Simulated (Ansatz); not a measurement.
An Ansatz input:

```yaml
crystal:
  lattice:
    - [0.0, 2.0431623868, 2.0431623868]
    - [2.0431623868, 0.0, 2.0431623868]
    - [2.0431623868, 2.0431623868, 0.0]
  atoms:
    - { symbol: Nb, position: [0.0, 0.0, 0.0] }
hamiltonian:
  xc: lda
  pseudopotentials:
    kind: paw
    azcp:
      Nb: "pseudopotentials/Nb.paw.azcp"
basis:
  ecutwfc: 420
  fft_grid_basis: typed
kpoints:
  mp_grid: { grid: [15, 15, 15], shift: [0, 0, 0] }
magnetization:
  spin_polarized: false
scf:
  occupations: { method: fermi_dirac, width: 0.1 }
  lower_state_search: "off"
output:
  stress: true
```

and its output:

```
Warning: the record states the generating functional pbe (its physics header spells it `PBE`), which answers neither for hamiltonian.xc's functional nor for the lda family's — results may be inconsistent (PPs are generated against a specific XC)
Engine: ansatz 0.2.0, aarch64-unknown-linux-gnu
Pseudopotentials: kind: paw
Pseudopotential: Nb, paw, valence charge 13, recommended cutoff 420 eV (normal) 
Functional definition: SPW92
  exchange = slater_x
  correlation = pw_c
Crystal: 1 atoms, lattice volume = 17.058 Å³
Basis set: ecut = 420 eV, 331 PW (Γ)
Bands: 11, of which v1, the nominal top of the filled ones, is band 7 counted from 1 (6 counted from 0)
Symmetry: 48 space group operations
Space group: Fm-3m (ITA 225), of the structure as read, at distance tolerance 2.6e-5 Å
k-points: 120 of 3375
Non-local potential: Nb, projectors of the file, l = 0: 3, l = 1: 2, l = 2: 2, l = 3: 1
PAW form: soft (Blöchl's): semilocal exchange-correlation on the pseudo side does not see the compensation charge
PAW frozen core: Nb, regenerated for the run's functional, and the local potential with it (the file was generated under x = pbe(κ = 0.804, μ = 0.2195149727645171), c = pbe(β = 0.06672455060314922))
PAW one-centre angular grid: Nb, 590 points (default); XC on 64 Gauss nodes
Initial density: superposition of atomic densities (neutral atoms: chi_scale 0, normalization atom), corrected by the library's trained network
Initial wavefunctions: pseudopotential atomic-orbital guess
Functional: x = slater, c = lda
SCF iter   1: F=—  HF=-4442.242359 eV  |F-HF|=—  |Δ(HF+E_count)|=         —  Δρ=7.49e-3  dr2=2.39e-3  ethr=1.77e-3  ⟨swp⟩=5.0  Hψ=7752  notcnv=0
SCF iter   2: F=—  HF=-4442.241935 eV  |F-HF|=—  |Δ(HF+E_count)|=   4.24e-4  Δρ=3.61e-3  dr2=4.96e-4  ethr=1.84e-5  ⟨swp⟩=1.8  Hψ=2486  notcnv=0
SCF iter   3: F=—  HF=-4442.241878 eV  |F-HF|=—  |Δ(HF+E_count)|=   5.62e-5  Δρ=2.21e-4  dr2=4.34e-6  ethr=3.81e-6  ⟨swp⟩=1.0  Hψ=1315  notcnv=0
SCF iter   4: F=—  HF=-4442.241879 eV  |F-HF|=—  |Δ(HF+E_count)|=   4.67e-7  Δρ=6.21e-5  dr2=2.58e-7  ethr=3.34e-8  ⟨swp⟩=2.0  Hψ=2082  notcnv=0
iter 5 did not close the SCF: its close was put off for the readings that it lacked (scf_convergence_deferred on its scf_iter line)
SCF iter   5: F=-4442.241879 eV  HF=-4442.241879 eV  |F-HF|=1.40e-8  |Δ(HF+E_count)|=   4.91e-8  Δρ=1.53e-5  dr2=1.99e-8  ethr=1.98e-9  ⟨swp⟩=2.0  Hψ=2090  notcnv=0
SCF iter   6: F=-4442.241879 eV  HF=-4442.241879 eV  |F-HF|=7.10e-10  |Δ(HF+E_count)|=   7.40e-9  Δρ=3.88e-6  dr2=1.07e-9  ethr=1.53e-10  ⟨swp⟩=1.7  Hψ=4209  notcnv=0
SCF 1 converged in 6 iterations: F = -4442.241879 eV  dr2 = 1.07e-9
SCF converged after 6 iterations
Free energy (F): -4442.241879 eV
Harris-Foulkes:  -4442.241879 eV  (|F-HF|=7.10e-10)
Internal energy: -4442.195954 eV  (E = F + TS)
E sigma→0 (E₀):  -4442.218916 eV
Entropy (-TS):   -0.045925 eV (-45.925 meV/atom)
Fermi energy:    19.052159 eV
--- Per-component energies (eV) ---
  E_band       = -54.709771
  E_kinetic    = 398.221607
  E_local      = -667.003987  (includes V_loc(G=0)·N_el)
  E_nonlocal   = 124.901644
  E_hartree    = 207.258143
  E_xc         = -175.360324
  E_vxc        = -213.842385  (∫ρ·V_xc dr)
  E_paw        = -2965.421058  (= ΣΔE_a)
  E_vpaw       = -111.502235  (= ΣTr[D̂ρ^β])
  E_aug_tail   = 0.000005  (compensation charges beyond the density's cutoff)
  E_ewald      = -1365.217679
  E_core_change = 0.425694  (= ΣΔE_core)
  E_smearing   = -0.045925  (= −TS)
  E_closure    = 0.000000  (closes the sum)
  Σ components = -4442.241879   (vs F -4442.241879, Δ=0.00e0)
--- Stress (GPa, compression-positive) ---
        7.490446      -0.000000      -0.000000
       -0.000000       7.490446       0.000000
        0.000000       0.000000       7.490446
  P = ⅓ Tr σ = 7.4904 GPa (74.904 kbar)
```
